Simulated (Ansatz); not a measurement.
Relaxed SiO₂ (rutile):

```
SiO2
1.0
    4.23588     0.00000     0.00000
    0.00000     4.23588     0.00000
    0.00000     0.00000     5.37981
Si O
4 8
Direct
  0.50000   0.50000   0.25000
  0.50000   0.50000   0.75000
  0.00000   0.00000   0.00000
  0.00000   0.00000   0.50000
  0.80699   0.80699   0.25000
  0.80699   0.80699   0.75000
  0.30699   0.69301   0.00000
  0.30699   0.69301   0.50000
  0.69301   0.30699   0.00000
  0.69301   0.30699   0.50000
  0.19301   0.19301   0.25000
  0.19301   0.19301   0.75000
```

A phonon eigenvector at Z = (0.0, 0.0, 0.5) is frozen into this cell: atom i moves by Q times the vector below, so Q is the largest atomic displacement, in Å. The cell is held. It is one choice among 2 degenerate patterns. (q is in reciprocal vectors of the primitive cell; the cell shown is doubled to hold the pattern.)

```
atom       x       y       z
----  ------  ------  ------
Si1    0.162  -0.162   0.000
Si2   -0.162   0.162   0.000
Si3   -0.707  -0.707   0.000
Si4    0.707   0.707   0.000
O5     0.012  -0.012   0.209
O6    -0.012   0.012  -0.209
O7    -0.053  -0.053   0.048
O8     0.053   0.053  -0.048
O9    -0.053  -0.053  -0.048
O10    0.053   0.053   0.048
O11    0.012  -0.012  -0.209
O12   -0.012   0.012   0.209
```

Computed with PBE (plane waves to 420 eV, PAW, scalar-relativistic; Ansatz, an electronic-structure program). k mesh 8×8×6 (Γ-centred), Fermi-Dirac smearing 0.05 eV. The energy includes the smearing's −TS. SiO2 was relaxed with its symmetry unable to fall. The PAW data are Ansatz's earlier set. ΔE is measured from the undisplaced structure.

```tsv
Q (Å)	ΔE (meV/cell)
-0.100	169.2
-0.067	75.4
-0.033	18.9
0.000	0.0
0.033	18.9
0.067	75.4
0.100	169.2
```

Question: Which DFPT wavenumber at Z = (0.0, 0.0, 0.5) belongs to this mode?
(A) 595 cm⁻¹
(B) 385 cm⁻¹
(C) 798 cm⁻¹
(D) 443 cm⁻¹

Answer: B, 385 cm⁻¹. The curvature of the scan gives 385 cm⁻¹

(For displaced atoms, the force is minus the slope of the energy, and its curvature is a force constant, which sets phonon frequencies.)
